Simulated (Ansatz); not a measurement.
**From three elastic constants to directional properties of Cu$_{3}$Pt**

These are results of Ansatz 0.2.0, DFT LDA, scalar-relativistic, plane waves, PAW, not measurements. Cutoff 420 eV, 12×12×12 k-points (Γ-centred), Fermi-Dirac smearing of 0.15 eV. No spin polarisation.

Equilibrium structure at this level:
```
CELL_PARAMETERS angstrom
3.62950 0.00000 0.00000
0.00000 3.62950 0.00000
0.00000 0.00000 3.62950
ATOMIC_POSITIONS crystal
Cu 0.00000 0.50000 0.50000
Cu 0.50000 0.00000 0.50000
Cu 0.50000 0.50000 0.00000
Pt 0.00000 0.00000 0.00000
```

In a metal, frequencies and elastic constants depend on the k mesh and the smearing, soft modes and shear constants most. Spin–orbit coupling is left out, which can shift energies with elements as heavy as these.

With ions relaxed, on the cubic axes: C11 = 271.5, C12 = 192.9, C44 = 106.6 GPa. The density is 13.396 g/cm³.

Q: Is the crystal stable against strain, and how anisotropic is it?

A: Born's conditions hold: C11 + 2C12 = 657.3, C11 − C12 = 78.6 and C44 = 106.6 GPa are all positive. B = (C11 + 2C12)/3 = 219.1 GPa. The two shear moduli are C44 and C′ = (C11 − C12)/2 = 39.3 GPa, so Zener's ratio is A = C44/C′ = 2.71: the tetragonal shear C′ is the soft one, as in many fcc and bcc metals and zincblende crystals. The Cauchy pressure C12 − C44 is 86.3 GPa; it would vanish for pair forces between atoms on inversion centres at zero pressure, and a positive value is usual with metallic or many-body binding, and where atoms off inversion centres relax under shear, which lowers C44.

Q: Give the sound speeds along the three symmetry directions.

A: The Christoffel equation gives ρv² for each branch:
```
direction branch                    ρv²    GPa v (m/s)
    [100]              L                    C11  271.5     4502
    [100]         T (×2) C44  106.6     2820
    [110]              L   (C11 + C12 + 2C44)/2  338.8     5029
    [110]   T, u ∥ [001]                    C44  106.6     2820
    [110]  T, u ∥ [1-10]          (C11 − C12)/2   39.3     1713
    [111]              L  (C11 + 2C12 + 4C44)/3  361.2     5192
    [111]         T (×2) (C11 − C12 + C44)/3   61.7     2147
```

Q: How does Young's modulus depend on direction?

A: Inverting gives S11 = 8.984, S12 = -3.731, S44 = 9.384 TPa⁻¹. Along a unit vector (l, m, n), 1/E = S11 − 2(S11 − S12 − S44/2)(l²m² + m²n² + n²l²), where the last bracket is 0, 1/4 and 1/3 for [100], [110] and [111]: E = 111, 201 and 275 GPa. With A > 1 the body diagonal is stiffest. For a film on (001), the biaxial modulus is C11 + C12 − 2C12²/C11 = 190 GPa and the normal strain is −2C12/C11 = -1.42 times the in-plane one.